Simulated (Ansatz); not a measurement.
Cs, diamond: geometry optimisation

All numbers below come from Ansatz 0.2.0, DFT, LDA (PW92), plane waves (420 eV) with PAW, scalar-relativistic. The PAW files were generated under PBE, with cores re-solved for the functional.

k-point mesh 5×5×5, Fermi-Dirac smearing 0.1 eV, no spin polarisation. Cell and atoms relax.

Starting structure:

```yaml
crystal:
  lattice:
    - [0.0, 5.3027061682, 5.3027061682]
    - [5.3027061682, 0.0, 5.3027061682]
    - [5.3027061682, 5.3027061682, 0.0]
  atoms:
    - { symbol: Cs, position: [0.125, 0.125, 0.125] }
    - { symbol: Cs, position: [0.875, 0.875, 0.875] }
hamiltonian:
  xc: lda
  pseudopotentials:
    kind: paw
    azcp:
      Cs: "pseudopotentials/Cs.paw.azcp"
basis:
  ecutwfc: 420
  fft_grid_basis: typed
kpoints:
  mp_grid: { grid: [5, 5, 5], shift: [0, 0, 0] }
magnetization:
  spin_polarized: false
scf:
  occupations: { method: fermi_dirac, width: 0.1 }
relax:
  max_steps: 60
  f_tol: 0.01
  cell: {}
output:
  write_density: true
  write_potential: true
  elf: true
  volumetric_format: npy
```

What cell does the relaxation end in?

Fd-3m with a = 10.605 Å; 149.11 Å³ per atom against 149.11 at the start (0.0 %).

How much energy does the relaxation gain?

0.0 meV per atom.

Path of the relaxation (the plane waves are chosen anew near the end, which can shift the energy a little):

```json
{"step": "0", "E − E(final) (meV/atom)": "0.00", "V (Å³/atom)": "149.105", "P (GPa)": "0.04", "max force (eV/Å)": "0.000"}
{"step": "1", "E − E(final) (meV/atom)": "0.00", "V (Å³/atom)": "149.105", "P (GPa)": "0.04", "max force (eV/Å)": "0.000"}
```
